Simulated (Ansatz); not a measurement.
NaMgF₃:
Space group Pm-3m (No. 221); a = 3.8306 Å, b = 3.8306 Å, c = 3.8306 Å, α = 90.00°, β = 90.00°, γ = 90.00°

```tsv
atom	site	symmetry	x	y	z
Na	1a	m-3m	0.0000	0.0000	0.0000
Mg	1b	m-3m	0.5000	0.5000	0.5000
F	3c	4/mm.m	0.0000	0.5000	0.5000
```

Relaxed with LDA.

Task: Give the optical modes at the zone centre with their infrared and Raman activity from DFPT, the program Ansatz at the LDA level (PAW).

Result: Transverse frequencies, without the LO–TO term; a row sums one degenerate level.

| ω (cm⁻¹) | degeneracy | IR ((D/Å)²/amu) | Raman (Å⁴/amu) | activity | symmetry |
|---|---|---|---|---|---|
| 64i | 3 | 8.44 | 0 | IR | T1u |
| 125 | 3 | 0.00 | 0 | silent | T2u |
| 287 | 3 | 4.81 | 0 | IR | T1u |
| 589 | 3 | 12.40 | 0 | IR | T1u |

Task: How high does the top mode go among those that the LO–TO term moves?

Result: 668 cm⁻¹ for q along x.

The first step of the workflow began from a Materials Project structure, measured or hypothetical; the Crystallography Open Database copy checked does not list it. COD files the formula under space group No. 62, so this cell is another polymorph or a model. Whether it is the stable phase at ambient conditions was not checked. Symmetry was held in the LDA relaxation. At this level the phase is dynamically unstable (imaginary phonons).

Potentials: the later of the program's two PAW sets.
